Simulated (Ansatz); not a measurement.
MgSe:
```cif
data_Mg4Se4
_chemical_formula_sum 'Mg4 Se4'
_space_group_name_H-M_alt 'Fm-3m'
_space_group_IT_number 225
_space_group_name_Hall '-F 4 2 3'
_cell_length_a 5.44963
_cell_length_b 5.44963
_cell_length_c 5.44963
_cell_angle_alpha 90.000
_cell_angle_beta 90.000
_cell_angle_gamma 90.000
loop_
_atom_site_label
_atom_site_type_symbol
_atom_site_symmetry_multiplicity
_atom_site_Wyckoff_symbol
_atom_site_fract_x
_atom_site_fract_y
_atom_site_fract_z
_atom_site_occupancy
Mg1 Mg 4 b 0.50000 0.50000 0.50000 1
Se1 Se 4 a 0.00000 0.00000 0.00000 1
```
(The calculation used a cell of 2 atoms; values per cell refer to that cell.)

Relaxed with PBEsol. The program Ansatz at the PBEsol level (PAW) gives a gap of 1.78 eV.

Q: What gap does HSE06 give on the same cell (Ansatz, PAW)?

A: 2.68 eV, 0.90 eV more. The hybrid was solved on a coarser mesh and at special points; its gap is the smallest among all of these.

| k | v1 PBEsol | c1 PBEsol | v1 HSE06 | c1 HSE06 |
|---|---|---|---|---|
| Γ | 0.00 | 2.50 | ___ | ___ |
| X | -1.80 | 1.78 | -1.95 | 2.68 |
| L | -0.59 | 3.71 | ___ | ___ |
| W | -2.57 | 4.53 | ___ | ___ |
| K | -1.45 | 3.00 | ___ | ___ |

Q: Top valence (v1) and lowest conduction level (c1) in eV from each method's valence maximum (which need not be a listed point): supply the withheld HSE06 values.

A: 
- L, v1 HSE06: -0.64
- L, c1 HSE06: 4.74
- K, v1 HSE06: -1.57
- K, c1 HSE06: 3.95
- Γ, v1 HSE06: 0.00
- Γ, c1 HSE06: 3.62
- W, v1 HSE06: -2.71
- W, c1 HSE06: 5.54

Cost on shared cores: the PBEsol run (SCF on a 9×9×9 mesh, then bands and DOS) roughly 14 core-seconds, the HSE06 run (SCF on 7×7×7, then a few points) around 2.3 core-minutes (rough); the tasks are unlike.

The PBEsol relaxation kept the symmetry of its start. The volume moved by -30 % from the start of the relaxation. Spin–orbit coupling is left out wherever it is not named.

Potentials: the later of the program's two PAW sets.
